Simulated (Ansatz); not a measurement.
Pt (P6_3/mmc), symmetry broken, then relaxed

Method: DFT LDA, scalar-relativistic, plane waves, PAW in Ansatz. Cutoff 420 eV, Γ-centred 12×12×8 k-points, Gaussian smearing of 0.15 eV. Spin–orbit coupling is left out, which can shift energies with elements as heavy as these. No spin polarisation. Energies are free energies at this smearing, counted from the undisturbed cell; pressure is positive in compression.

Reference structure (relaxed at this level; this form isn't the usual structure):

```yaml
crystal:
  lattice:
    - [2.70796, 0.00000, 0.00000]
    - [-1.35398, 2.34516, 0.00000]
    - [0.00000, 0.00000, 4.67816]
  atoms:
    - { symbol: Pt, position: [0.66667, 0.33333, 0.75000] }
    - { symbol: Pt, position: [0.33333, 0.66667, 0.25000] }
```

The atoms are displaced (Å, in the unstrained cell):

| atom | ux | uy | uz |
| --- | --- | --- | --- |
| Pt1 | 0.102 | 0.200 | 0.015 |
| Pt2 | -0.102 | -0.200 | -0.015 |

Cell and atoms are then relaxed.

Q: Does the relaxation return to the undisturbed structure?

A: No. It ends 57.3 meV/atom below it. The disturbance itself cost 1.5 meV/atom. The final space group reads I4/mmm (tolerance 0.05 Å) and the volume changes by 0.44 %.

Final structure:

```
CELL_PARAMETERS angstrom
2.68097 -0.00001 0.00000
-1.34049 2.35376 -0.00018
0.00000 -0.00036 4.72875
ATOMIC_POSITIONS crystal
Pt 0.75000 0.50001 0.75000
Pt 0.25000 0.49999 0.25000
```

The relaxation, step by step (energy from the first step; small jumps at an unchanged geometry come where the plane waves are selected anew for the new cell):

```
step  ΔE (meV/atom) largest force component (eV/Å) pressure (GPa)
   1            0.0                           0.468            2.20
   2          -39.9                           0.367           -2.55
   3          -57.9                           0.006           -0.11
   4          -55.8                           0.000            0.23
   5          -58.8                           0.000            0.00
   6          -58.8                           0.000            0.00
   7          -58.8                           0.000            0.00
```

Cost: 3 runs of about 2.5 core-minutes in all, on Arm Neoverse V1 (shared hosts).